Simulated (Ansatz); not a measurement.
**Convergence test, Y$_{3}$Mg**

These are results of DFT r2SCAN, scalar-relativistic, plane waves, PAW in Ansatz, not measurements.

```
Y Mg
1.0
     4.94591    0.00000    0.00000
     0.00000    4.94591    0.00000
     0.00000    0.00000    4.94591
Y Mg
3 1
Direct
  0.50000 0.50000 0.00000
  0.50000 0.00000 0.50000
  0.00000 0.50000 0.50000
  0.00000 0.00000 0.00000
```

- plane-wave cutoff: 500 eV
- occupation rule: Gaussian smearing, 0.1 eV
- spin treatment: unpolarised

The atoms are held and the k-point mesh is swept. Energies are extrapolated to zero smearing and count from the reference run, 12×12×12. The cell isn't necessarily relaxed at this level. The meshes are Γ-centred. Pressure is positive in compression.

Q: Tried: 1×1×1, 2×2×2, 4×4×4, 6×6×6, 8×8×8, 10×10×10, 12×12×12. From which k-point mesh on does the energy per atom stay within 100, 10 and 1 meV of the reference?

A: 2×2×2 for 100 meV, 6×6×6 for 10 meV, 10×10×10 for 1 meV. The reference itself isn't shown to be converged.

| mesh | ΔE (meV/atom) | P (GPa) | irreducible points |
| --- | --- | --- | --- |
| 1×1×1 | -526 | -16.87 | 1 |
| 2×2×2 | -33.4 | 0.32 | 4 |
| 4×4×4 | -13.5 | 0.21 | 10 |
| 6×6×6 | 3.34 | 0.43 | 20 |
| 8×8×8 | -1.50 | 0.41 | 35 |
| 10×10×10 | -0.46 | 0.39 | 56 |
| 12×12×12 | 0.00 | 0.41 | 84 |